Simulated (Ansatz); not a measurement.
Independent-particle absorption of WS2 (P6_3/mmc, a = 3.154 Å, b = 3.154 Å, c = 12.143 Å, α = 90.00°, β = 90.00°, γ = 120.00°), no local fields or excitons, 0.1 eV broadening. Theory: DFT PBE+D3(BJ), scalar-relativistic, plane waves, PAW in Ansatz.

Settings: cutoff 420 eV, Γ-centred mesh 12×12×4 on the computed 6-atom cell, Gaussian smearing of 0.02 eV; no spin polarisation. The spectrum is summed on a 18×18×6 mesh.

```yaml
crystal:
  lattice:
    - [3.15379, 0.00000, 0.00000]
    - [-1.57689, 2.73126, 0.00000]
    - [0.00000, 0.00000, 12.14329]
  atoms:
    - { symbol: W, position: [0.33333, 0.66667, 0.25000] }
    - { symbol: W, position: [0.66667, 0.33333, 0.75000] }
    - { symbol: S, position: [0.33333, 0.66667, 0.62031] }
    - { symbol: S, position: [0.66667, 0.33333, 0.12031] }
    - { symbol: S, position: [0.33333, 0.66667, 0.87969] }
    - { symbol: S, position: [0.66667, 0.33333, 0.37969] }
```

(photon energy (eV), ε2,xx): (0.0, 0.00), (0.4, 0.00), (0.6, 0.00), (1.0, 0.00), (1.4, 0.00), (1.8, 0.65), (2.0, 4.75), (2.4, 12.95), (2.8, 22.97), (3.0, 19.71), (3.4, 17.24), (3.8, 14.34), (4.2, 12.79), (4.4, 16.37), (4.8, 16.19), (5.2, 12.15), (5.4, 11.21), (5.8, 10.10), (6.2, 11.84), (6.6, 8.94), (6.8, 8.65), (7.2, 6.33), (7.6, 5.43), (7.8, 5.59), (8.2, 4.21), (8.6, 5.07), (9.0, 4.29), (9.2, 4.08), (9.6, 4.85), (10.0, 4.68), (10.2, 4.00), (10.6, 4.21), (11.0, 4.36), (11.4, 5.36), (11.6, 4.72), (12.0, 3.32)

The strongest peak lies near 2.8 eV. ε∞ (xx, yy, zz) = 14.8, 14.8, 9.7.